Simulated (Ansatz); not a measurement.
BaTiO3 (cubic perovskite)

```yaml
crystal:
  lattice:
    - [4.01946, 0.00000, 0.00000]
    - [0.00000, 4.01946, 0.00000]
    - [0.00000, 0.00000, 4.01946]
  atoms:
    - { symbol: Ba, position: [0.00000, 0.00000, 0.00000] }
    - { symbol: Ti, position: [0.50000, 0.50000, 0.50000] }
    - { symbol: O, position: [0.00000, 0.50000, 0.50000] }
    - { symbol: O, position: [0.50000, 0.50000, 0.00000] }
    - { symbol: O, position: [0.50000, 0.00000, 0.50000] }
```

Equation-of-state scan: isotropic scaling of the cell above, V₀ being its volume. Symmetry pins the atoms to their sites.

Method: PBE (plane waves to 420 eV, PAW, scalar-relativistic; Ansatz, a program for electronic structure). k mesh 8×8×8 (Γ-centred), Fermi-Dirac smearing 0.05 eV. Energies are smeared free energies. Compression counts positive. BaTiO3 is run without spin polarisation. BaTiO3 was relaxed with its symmetry unable to fall. The PAW data are Ansatz's earlier set. This is a high-temperature form of BaTiO3. ΔE is measured from the relaxed starting cell.

```
V/V₀   ΔE (meV/atom)  P (GPa)
-----  -------------  -------
0.840          232.1     42.0
0.867          152.4     32.1
0.893           92.3     23.7
0.920           49.2     16.4
0.947           20.8     10.1
0.973            4.9      4.7
1.000            0.0      0.0
1.027            4.5     -4.0
1.053           17.0     -7.5
1.080           36.7    -10.5
1.107           62.3    -13.1
1.133           93.1    -15.3
1.160          128.4    -17.3
```

Key numbers:

```yaml
pressure_at_the_smallest_volume: 42.0 GPa
energy_cost_of_the_largest_compression: 232.1 meV/atom
energy_cost_of_the_largest_expansion: 128.4 meV/atom
Bulk modulus B₀ (third-order Birch-Murnaghan fit): 163 GPa
Pressure derivative B₀′ (fit): 4.5
equilibrium_volume_of_the_fit: 12.99 Å³/atom
Pressure for 5 % compression (fit): 9.4 GPa
```

The 13 points together took very roughly 80 core-seconds.

(A scan under strain: stresses follow from slopes of the energy per volume, elastic moduli from its curvatures.)
